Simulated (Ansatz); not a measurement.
A geometry of Zn₃P₂ away from equilibrium: step 2 of the relaxation of a generated cell, Zn3P2 placed in the AFLOW prototype A3B2_hR5_155_e_c (D5_e, as in Ni3S2). Computed with r2SCAN (plane waves to 500 eV, PAW, scalar-relativistic; Ansatz, an electronic-structure program). Γ-centred k-mesh 8×8×8 on the run's cell, Fermi–Dirac smearing 0.05 eV. The plane waves were selected for a different cell earlier on the path.

```
CELL_PARAMETERS angstrom
      3.06699     1.77073     2.55435
     -3.06699     1.77073     2.55435
      0.00000    -3.54145     2.55435
ATOMIC_POSITIONS crystal
  Zn 0.24219 0.75781 0.50000
  Zn 0.50000 0.24219 0.75781
  Zn 0.75781 0.50000 0.24219
  P  0.24996 0.24996 0.24996
  P  0.75004 0.75004 0.75004
```

**Question.** Give the Cartesian forces on all atoms (eV/Å).

**Answer.** 
| atom | Fx | Fy | Fz |
|---|---|---|---|
| Zn1 | -0.44 | 0.00 | 0.00 |
| Zn2 | 0.22 | -0.38 | 0.00 |
| Zn3 | 0.22 | 0.38 | 0.00 |
| P4 | 0.00 | 0.00 | -0.64 |
| P5 | 0.00 | 0.00 | 0.64 |

The path ends in R32 (No. 155) (AFLOW prototype A3B2_hR5_155_e_c (D5_e, as in Ni3S2)). No spin polarisation in the result.

The run could not lose the symmetry of its start: the end is stationary, and may be a saddle point rather than a minimum.

The end of the path is a generated cell of Zn3P2: the first start was made by placing the elements on the sites of a structure type, and the end was not matched to a known phase here, so it may be hypothetical.
